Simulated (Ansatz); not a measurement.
Si in space group I4_132 (No. 214; Si on 8a) at seven volumes, the program Ansatz at the PBEsol level (PAW), scaled uniformly. One row is withheld.

```csv
V (Å³/atom),P (GPa)
29.694,5.53
30.673,3.37
31.651,1.54
32.630,0.00
33.609,?
34.588,-2.27
35.567,-3.13
```

Q: Fit the shown pressures and predict the withheld one.

A: P = (3/2)B₀(x^(7/2) − x^(5/2))[1 + (3/4)(B′ − 4)(x − 1)] with x = (V₀/V)^(2/3). Least squares on the six rows gives V₀ = 32.646 Å³/atom, B₀ = 45.7 GPa, B′ = 5.20. At V = 33.609, x = 0.9808 and P = -1.23 GPa. The run itself gave -1.25 GPa.

The start of the workflow was typed in or built on a structure type; neither database checked (COD, Materials Project) lists it. It is not the phase usual at ambient conditions (space group No. 227). The cell was relaxed with PBEsol under the symmetry of its start. At this level the phase is dynamically unstable (imaginary phonons).

Potentials: the later of the program's two PAW sets.
